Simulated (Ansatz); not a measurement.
These are results of Ansatz, DFT PBE, scalar-relativistic, plane waves, PAW, and for the lanthanide a 4f-in-core norm-conserving potential, not measurements. Settings: cutoff 690 eV, Γ-centred meshes spaced at most about 0.3 Å⁻¹, and about 0.25 Å⁻¹ or finer for metals (2π included), Gaussian smearing. No spin polarisation in the final relaxations.

Temperature and zero-point effects are left out.

Compare these two cells of TmF, each relaxed at this level.

1.

```yaml
crystal:
  lattice:
    - [3.43561, 0.00000, 0.00000]
    - [0.00000, 3.43561, 0.00000]
    - [0.00000, 0.00000, 4.23632]
  atoms:
    - { symbol: Tm, position: [0.50000, 0.50000, 0.50000] }
    - { symbol: F, position: [0.50000, 0.50000, 0.00000] }
```

2.

```yaml
crystal:
  lattice:
    - [3.25101, 0.00000, 0.00000]
    - [-1.62550, 2.81545, 0.00000]
    - [0.00000, 0.00000, 3.84738]
  atoms:
    - { symbol: Tm, position: [0.66667, 0.33333, 0.00000] }
    - { symbol: F, position: [0.00000, 0.00000, 0.50000] }
```

Problem. Which is lower in energy, and by how much?

Solution. Cell 1 is lower, by 0.38 eV/atom. Cell 1 has space group P4/mmm (No. 123), 25.0 Å³/atom and no gap on its mesh; cell 2 has the tungsten carbide type, space group P-6m2 (No. 187), 17.6 Å³/atom and no gap. Counting F atoms around Tm (those within 1.25 times the shortest such distance or 1.15 times the sum of covalent radii, 1.27 where that leaves under three), cell 1 has Tm 2 and cell 2 has Tm 6. The lower one is the more open, so pressure narrows the difference. Both come from invented guesses.

Cells relaxed within their symmetry can be saddle points.

The lanthanide is trivalent by construction, without f bands, f moments or other valences.
